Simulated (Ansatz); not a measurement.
# One input, then a changed one: Mg (sc type)

First run: DFT, LDA, norm-conserving pseudopotentials, Ansatz's default files, scalar-relativistic (Ansatz 0.2.0).

Command: `ansatz run input.yaml --threads 1 --pin off --max-ram 2048MiB --backend cpu --events-out ev --progress --plain --runs-dir out` It took 4.4 s on 1 thread of Arm Neoverse V1, on a shared host, peak memory 0.28 GiB.

```yaml
crystal:
  lattice:
    - [2.6273803708, 0.0, 0.0]
    - [0.0, 2.6273803708, 0.0]
    - [0.0, 0.0, 2.6273803708]
  atoms:
    - { symbol: Mg, position: [0.0, 0.0, 0.0] }
kpoints:
  mp_grid: { grid: [15, 15, 15] }
scf:
  occupations: { method: fermi_dirac, width: 0.05 }
hamiltonian:
  xc: lda
  pseudopotentials: { kind: nc }
output:
  forces: true
  stress: true
  eigenvalues: true
```

The cell comes from a relaxation on PAW files under the same functional, begun from a prototype that needn't be the stable phase.

This run: volume at 0.7 of the series' base cell.

It converges in 6 SCF iterations at a pressure of 18.02 GPa, cutoff 1143 eV.

A second input differs as follows:

```diff
 scf:
-  occupations: { method: fermi_dirac, width: 0.05 }
+  occupations: { method: fixed }
+  max_iter: 50
 hamiltonian:
```

Problem. What is wrong with it, and what does the program do?

Solution. The change was made to test fixed occupations whatever the gap. The run converges in 5 SCF iterations at a pressure of 19.63 GPa, cutoff 1143 eV, free energy +0.67 eV/atom against the first run's. Compare each number with the sound run's before taking it for a property of the system. The log ends:
```
--- Stress (GPa, compression-positive) ---
       19.625050       0.000000       0.000000
        0.000000      19.625050       0.000000
       -0.000000       0.000000      19.625050
  P = ⅓ Tr σ = 19.6250 GPa (196.250 kbar)
--- Band table (eV; the first three rows and the last of 120) ---
  k-point 0: bands = ["-67.8807", "-35.2725", "-35.2725", "-35.2725", "-0.4527", "17.2321", "17.2321", "20.2342", "20.2342"]
  k-point 1: bands = ["-67.8800", "-35.2785", "-35.2721", "-35.2721", "-0.3550", "16.2046", "17.3179", "20.3066", "20.3066"]
  k-point 2: bands = ["-67.8782", "-35.2952", "-35.2706", "-35.2706", "-0.0630", "14.3652", "17.5730", "20.5237", "20.5237"]
  k-point 119: bands = ["-67.8380", "-35.3741", "-35.3739", "-35.3739", "12.5138", "13.3891", "13.3891", "14.6528", "14.6528"]
```
